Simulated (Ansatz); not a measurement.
Input and command of a plane-wave DFT calculation in Ansatz:

```yaml
crystal:
  lattice:
    - [1.59613127, 0.9215268184, 6.7366352233]
    - [-1.59613127, 0.9215268184, 6.7366352233]
    - [0.0, -1.8430536368, 6.7366352233]
  atoms:
    - { symbol: Cs, position: [0.0, 0.0, 0.0] }
    - { symbol: Ta, position: [0.5, 0.5, 0.5] }
basis:
  ecutwfc: 420
kpoints:
  mp_grid: { grid: [24, 24, 24] }
hamiltonian:
  xc: pbe
scf:
  occupations: { method: gaussian, width: 0.1 }
output:
  forces: true
  stress: true
  eigenvalues: true
relax:
  adjacent_minimum: "off"
  f_tol: 0.01
  max_steps: 80
  cell: { stress_tol: 0.05 }
```

```bash
ansatz run input.yaml --threads 1 --pin off --max-ram 2560MiB --backend cpu --events-out ev --progress --plain --runs-dir out
```

Processor: Arm Neoverse V1, 1 thread, on a host shared with other jobs.

How long does it run, and how much memory does it take?

About 2.6 min on 1 thread of Arm Neoverse V1 (shared host), peak memory 1.2 GiB. It solves 15 bands at 1313 k points (the mesh reduced by the symmetry that the task leaves, which can be less than the crystal's) with about 1175 plane waves (on the last cell), in 13 SCF iterations over 2 ionic steps.
